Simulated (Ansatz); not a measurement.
The numbers come from plane-wave PAW DFT (Ansatz): PBE, no spin polarisation, 420 eV, 5×5×3 (shifted by 0.5, 0.5, 0 steps) k points, gaussian occupations (width 0.0804 eV). Nothing was relaxed.

Computed maps in the lattice plane spanned by a (left to right, 4.39 Å, 13 points from zero) and b (bottom to top, 4.44 Å, 13 points from zero), 114° apart, at height 0.986 along c. The fields are smooth PAW ones with compensation charges, not the true ones near nuclei.

Valence density. Digits on a logarithmic scale: 0 up to 0.03 e/Å³, each further digit a factor of 1.6, 9 from 1.3 e/Å³ up:
```
9963100258999
9952000246789
9730000124579
6410000012456
2100000001233
0000110000000
0012211000000
1223321000000
3444321000001
5665421000134
7875420002467
9975310025789
9974200147999
```

ELF. Ten even steps from '0' (0.00) to '9' (1.00):
```
8972000399983
9982000389869
9970000034489
9810000001499
5000000000278
0000000000010
0000000000000
0000000000000
1121100000000
4553100000022
6664100002776
2463100029997
0563000099993
```

**Question.** The cell is H2CI2. Which atoms lie within 0.2 Å of this plane, and where (fractions of a and b)?

**Answer.** C at (0.98, 0.99), H at (0.75, 0.97), H at (1.00, 0.79). The whole cell:
```
CELL_PARAMETERS angstrom
-3.68830 0.00635 2.37861
3.71911 -0.01838 2.42607
-0.00671 6.67307 2.38578
ATOMIC_POSITIONS crystal
I 0.10596 0.12066 0.26533
I 0.35356 0.38216 0.72305
C 0.97700 0.99467 0.98623
H 0.74858 0.97468 0.00223
H 0.99553 0.78971 0.99089
```

Origin: a strained cell with displaced atoms, so it need not be a known compound. Caveats: atoms or cell far from equilibrium.
